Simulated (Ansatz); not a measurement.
The elements of this relaxed trial crystal are hidden behind letters.

```
lattice vectors (Å)
  -4.8685    4.8685    3.8782
   4.8685   -4.8685    3.8782
   4.8685    4.8685   -3.8782
fractional positions
X 0.7688 0.7688 0.5375
X 0.2312 0.2312 0.4625
X 0.2312 0.7688 0.0000
X 0.7688 0.2312 0.0000
Z 0.5000 0.5000 0.0000
Q 0.8400 0.8400 0.0000
Q 0.1600 0.1600 0.0000
```

Level of theory: Ansatz, DFT PBE, scalar-relativistic, plane waves, PAW. The final run on the 7-atom cell used 420 eV, a Γ-centred 6×6×6 mesh, 0.10 eV smearing and no spin polarisation.

| Item | Value |
| --- | --- |
| Space group | I4/mmm (No. 139) |
| Conventional cell | a = 9.737 Å, c = 7.756 Å |
| Volume per atom | 52.53 Å³ |
| Density | 2.64 g/cm³ |
| Formation energy | +0.24 eV/atom |
| Gap on the 6×6×6 mesh of the 7-atom cell | 0 eV (a metal) |

Energies are uncorrected and count from the elements' standard states at the same level.

Task: X is an s-block element of period 5, Z is a p-block element of period 5 and Q is a d-block element of period 4. Which elements are they?

Result: X = Rb, Z = In, Q = Cu, so the formula is Rb4InCu2. Density times volume gives a mean mass of 2.64 × 52.53/1.6605 = 83.5 u per atom, and this set has 83.4 u. Rb has 2 Cu at 3.42 Å, 1 In at 3.70 Å, 2 Rb at 3.91 Å and 2 Rb at 4.50 Å; around In lie 2 Cu at 2.64 Å and 4 Rb at 3.70 Å; Cu has 1 Cu at 2.48 Å, 1 In at 2.64 Å and 4 Rb at 3.42 Å. Other sets within the hints have nearly the same mass, so mass alone doesn't settle it; this one was computed.

A structure relaxed within its symmetry needn't be a true minimum.
